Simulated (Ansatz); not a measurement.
HfN (CsCl type, Pm-3m) at seven volumes, r²SCAN in the plane-wave PAW code Ansatz, scaled uniformly. One row is withheld.

```json
[
 {"V (Å³/atom)": "10.033", "P (GPa)": "29.57"},
 {"V (Å³/atom)": "10.363", "P (GPa)": "18.10"},
 {"V (Å³/atom)": "10.694", "P (GPa)": "8.34"},
 {"V (Å³/atom)": "11.025", "P (GPa)": "0.02"},
 {"V (Å³/atom)": "11.356", "P (GPa)": "-7.06"},
 {"V (Å³/atom)": "11.686", "P (GPa)": "?"},
 {"V (Å³/atom)": "12.017", "P (GPa)": "-18.26"}
]
```

**Question.** Fit the shown pressures and predict the withheld one.

**Answer.** P = (3/2)B₀(x^(7/2) − x^(5/2))[1 + (3/4)(B′ − 4)(x − 1)] with x = (V₀/V)^(2/3). Least squares on the six rows gives V₀ = 11.026 Å³/atom, B₀ = 255 GPa, B′ = 4.32. At V = 11.686, x = 0.9620 and P = -13.08 GPa. The run itself gave -13.10 GPa.

A made-up cell: these elements were put on the sites of a structure type; neither database checked (COD, Materials Project) lists it. It is not the phase usual at ambient conditions (space group No. 225). Symmetry was held in the r²SCAN relaxation; its stability against distortions is not shown here. No spin polarisation was allowed. Spin–orbit coupling is left out wherever it is not named.

Potentials: the later of the program's two PAW sets.
